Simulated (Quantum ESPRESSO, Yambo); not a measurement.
**Quasiparticle gap of AlCl3 monolayer**

```xyz
8
Lattice="5.9295 0.0000 0.0000 -2.9648 5.1351 0.0000 0.0000 0.0000 15.7000" Properties=species:S:1:pos:R:3 pbc="T T T"
Al     0.0000     0.0000     0.0000
Al     2.9648     1.7117     0.0000
Cl     4.0313     0.1356     1.3300
Cl     3.7965     3.4234     1.3300
Cl     1.0665     1.5761     1.3300
Cl     4.8630     1.5761    -1.3300
Cl     2.1331     3.4234    -1.3300
Cl     1.8982     0.1356    -1.3300
```

The layer was cut from Materials Project entry mp-25469 and relaxed with PBEsol in a cell 15.7 Å high, with the Coulomb interaction truncated along z.

Starting point: norm-conserving PBEsol (Quantum ESPRESSO, 58 Ry, scalar-relativistic). G0W0 in Yambo: 6×6×1 Γ-centred k mesh, 178 bands and a 5 Ry block in the screening, 178 bands in G with the Bruneval-Gonze terminator, plasmon pole fitted at 27.2 eV, slab-truncated Coulomb interaction, stochastic integration of W near q = 0.

```json
{
  "PBEsol gap along the band path": "5.55 eV",
  "PBEsol gap between the mesh's edge points (M → M)": "5.55 eV",
  "G0W0 gap between the same points": "9.24 eV"
}
```

```tsv
k point	band	E PBEsol (eV)	E QP (eV)	shift (eV)	Z
Γ	VB	-0.05	-1.92	-1.87	0.82
Γ	CB	5.58	7.40	1.82	0.85
M	VB	0.00	-1.92	-1.92	0.82
M	CB	5.55	7.32	1.77	0.85
K	VB	-0.10	-2.04	-1.93	0.82
K	CB	5.71	7.49	1.78	0.85
```

Energies count from the PBEsol valence-band maximum.

Convergence of the G0W0 settings was not tested.

This is a model layer cut from the bulk structure; whether it is stable on its own was not checked.
